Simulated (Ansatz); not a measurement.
One crystal and one scan (energy over volume and axial ratio) at two levels, PBE (plane waves to 420 eV, PAW, scalar-relativistic; Ansatz, an electronic-structure program) and r2SCAN (plane waves to 500 eV, PAW, scalar-relativistic; Ansatz), each from its own relaxed cell and on its own mesh. The cell shown is that of PBE.

TiB2 (AlB2 type, space group P6/mmm)

```xyz
3
Lattice="3.0320 0.0000 0.0000 -1.5160 2.6258 0.0000 0.0000 0.0000 3.2243" Properties=species:S:1:pos:R:3 pbc="T T T"
Ti     0.0000     0.0000     0.0000
B      0.0000     1.7505     1.6122
B      1.5160     0.8753     1.6122
```

Two coordinates are scanned: the volume, and the ratio of the stretch along z (the conventional c axis) to the stretch across it. Atoms keep their fractional coordinates.

Energies are smeared free energies. TiB2 is run without spin polarisation. TiB2 was relaxed with its symmetry unable to fall. With partly filled bands, the response to shear is sensitive to the k mesh, so small differences along c/a are uncertain. Percentages come from the unrounded values. Both scans cover V/V₀ from 0.920 to 1.080 and (c/a)/(c/a)₀ from 0.920 to 1.080.

Results of PBE:

Lattice constant a (Å): 3.032
Relaxed volume (Å³/atom): 8.56
Modulus against c/a change at fixed volume, (3/4V)·∂²E/∂(ln c/a)² (fit, atoms clamped) (GPa): 203

Q: Estimate the r2SCAN values.

A: 
```json
[
 {"quantity": "Lattice constant a (Å)", "r2SCAN": "3.025", "PBE − r2SCAN": "+0.007 (+0.2 %)"},
 {"quantity": "Relaxed volume (Å³/atom)", "r2SCAN": "8.51", "PBE − r2SCAN": "+0.05 (+0.5 %)"},
 {"quantity": "Modulus against c/a change at fixed volume, (3/4V)·∂²E/∂(ln c/a)² (fit, atoms clamped) (GPa)", "r2SCAN": "213", "PBE − r2SCAN": "-10 (-5 %)"}
]
```

PBE gives the higher value for: lattice constant a. PBE gives the lower value for: modulus against c/a change at fixed volume. They agree on: relaxed volume (within 0.6 %).

(A scan under strain: stresses follow from slopes of the energy per volume, elastic moduli from its curvatures.)
